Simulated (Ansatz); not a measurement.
The start is a relaxed C cell, doubled along one cell vector, shaken by Gaussian noise of σ = 0.08 Å a coordinate. The cell and all atomic positions are relaxed at zero pressure with PBEsol (plane waves to 420 eV, PAW, scalar-relativistic; Ansatz, an electronic-structure program). The first steps use a coarse 11×11×3 k-mesh.

The start:
```
C
1.0
    2.49873     0.00000     0.00000
   -1.24936     2.16396     0.00000
    0.00000     0.00000     8.32121
C
8
Cartesian
  0.12348   1.23511   0.25833
 -0.00476   1.41365   4.46849
  1.36231   0.89911   2.36327
  1.15684   0.74005   6.48355
  1.20848   0.82350   3.83139
  1.19361   0.70893   8.04555
 -0.01929   1.62162   1.70902
  0.08583   1.53740   6.11831
```

```yaml
largest_initial_force: 12.12 eV/Å, on C1 (atoms numbered as listed)
energy_released: 0.50 eV/atom
optimiser_moves: 10
```

Relaxed structure:

Space group P6₃/mmc (No. 194); a = b = 2.499 Å, c = 4.161 Å, α = β = 90.00°, γ = 120.00°

```tsv
atom	site	symmetry	x	y	z
C	4f	3m.	0.3333	0.6667	0.0628
```

Final values are on a 15×15×8 k-mesh of the relaxed cell. No spin polarisation in the result.
